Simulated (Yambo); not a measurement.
RPA spectrum of GaAlN$_{2}$ (space group P-4m2, No. 115) on PBEsol bands in Yambo (10×10×8 mesh, 37 bands, 4 Ry local-field block, 0.2 eV broadening; field along x). CGrdSpXd merges neighbouring transition energies to save time; the report line [X-CG] gives the poles kept by one of the 4 MPI tasks, and where the merging fails may depend on that split. Axes are Cartesian, with cell vectors (Å) (3.14, 0.00, 0.00), (0.00, 3.14, 0.00), (0.00, 0.00, 4.42).

```json
[
 {"CGrdSpXd asked (%)": "100", "share reached (%)": "100", "poles used (one task)": "7454", "static ε": "5.14", "largest change of Im ε (% of its maximum)": "0.0", "rough time": "1"},
 {"CGrdSpXd asked (%)": "70", "share reached (%)": "69", "poles used (one task)": "5217", "static ε": "5.14", "largest change of Im ε (% of its maximum)": "0.0", "rough time": "within a factor of two"},
 {"CGrdSpXd asked (%)": "30", "share reached (%)": "29", "poles used (one task)": "2234", "static ε": "5.14", "largest change of Im ε (% of its maximum)": "0.3", "rough time": "about 1/2"},
 {"CGrdSpXd asked (%)": "15", "share reached (%)": "0", "poles used (one task)": "68", "static ε": "5.22", "largest change of Im ε (% of its maximum)": "16", "rough time": "about 1/4"},
 {"CGrdSpXd asked (%)": "5", "share reached (%)": "0", "poles used (one task)": "68", "static ε": "5.22", "largest change of Im ε (% of its maximum)": "16", "rough time": "about 1/3"}
]
```

All runs end normally. In the runs at 15 %, 5 % few poles are left or the spectrum changes by over a quarter of its peak, and no warning says so. Times are rough ratios from shared machines. The k mesh wasn't tested; the rows compare only with each other.

Spin-orbit coupling is not included.

Geometry relaxed with PBEsol; primitive cell a = b = 3.143 Å, c = 4.424 Å, α = β = γ = 90.00°.

The structure is a Materials Project entry; no match was found in the copy of COD used, and its stability was not checked.
